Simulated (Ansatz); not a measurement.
TiN (rock salt)

```yaml
crystal:
  lattice:
    - [0.00000, 4.23251, 4.23251]
    - [2.11625, 0.00000, 2.11625]
    - [2.11625, 2.11625, 0.00000]
  atoms:
    - { symbol: N, position: [0.00000, 0.00000, 0.00000] }
    - { symbol: N, position: [0.50000, 0.00000, 0.00000] }
    - { symbol: Ti, position: [0.25000, 0.50000, 0.50000] }
    - { symbol: Ti, position: [0.75000, 0.50000, 0.50000] }
```

The atoms are displaced by Q × the pattern below (from a DFPT mode at L = (0.5, 0.0, 0.0), largest move 1; Q in Å), at fixed cell. It is one choice among 2 degenerate patterns. (q is in reciprocal vectors of the primitive cell; the cell shown is doubled to hold the pattern.)

| atom | x | y | z |
|---|---|---|---|
| Ti3 | -0.285 | 0.520 | -0.805 |
| Ti4 | 0.285 | -0.520 | 0.805 |

Atoms not listed stay in place.

The numbers are results of r2SCAN (plane waves to 500 eV, PAW, scalar-relativistic; Ansatz, a quantum-chemistry and plane-wave program), not measurements. k mesh 19×19×19 (Γ-centred), Fermi-Dirac smearing 0.05 eV. E stands for the smeared free energy. With partly filled bands, energies and forces of such displacements shift with the k mesh and the smearing. TiN is run without spin polarisation. TiN was relaxed with its symmetry unable to fall. ΔE is measured from the undisplaced structure.

| Q (Å) | ΔE (meV/cell) |
|---|---|
| -0.100 | 65 |
| -0.067 | 28 |
| -0.033 | 7 |
| 0.000 | 0 |
| 0.033 | 7 |
| 0.067 | 28 |
| 0.100 | 65 |

Question: Which DFPT wavenumber at L = (0.5, 0.0, 0.0) belongs to this mode?
A) 540 cm⁻¹
B) 601 cm⁻¹
C) 262 cm⁻¹
D) 187 cm⁻¹

Answer: D, 187 cm⁻¹. The curvature of the scan gives 186 cm⁻¹

(A displaced cell: forces are minus the slopes of the energy, force constants its curvatures, and phonons follow from these.)
